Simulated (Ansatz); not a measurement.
Ti$_{2}$C in space group R-3m (No. 166; Ti on 6c, C on 3b) at seven volumes, r²SCAN in the plane-wave PAW code Ansatz, shape and atoms relaxed at each. One row is withheld.

| V (Å³/atom) | P (GPa) |
|---|---|
| 12.002 | 16.27 |
| 12.397 | 9.88 |
| 12.793 | 4.56 |
| 13.189 | 0.00 |
| 13.584 | ? |
| 13.980 | -7.16 |
| 14.376 | -9.82 |

Task: Fit the shown pressures and predict the withheld one.

Result: P = (3/2)B₀(x^(7/2) − x^(5/2))[1 + (3/4)(B′ − 4)(x − 1)] with x = (V₀/V)^(2/3). Least squares on the six rows gives V₀ = 13.188 Å³/atom, B₀ = 139 GPa, B′ = 4.58. At V = 13.584, x = 0.9805 and P = -3.84 GPa. The run itself gave -3.91 GPa.

The workflow started from a Materials Project entry (that database holds measured and hypothetical structures alike); the Crystallography Open Database copy checked does not list it. Its standing as an ambient phase is unchecked. Symmetry was held in the r²SCAN relaxation; of distortions, only those at the zone centre were tested. The run is not spin-polarised.

Potentials: the later of the program's two PAW sets.
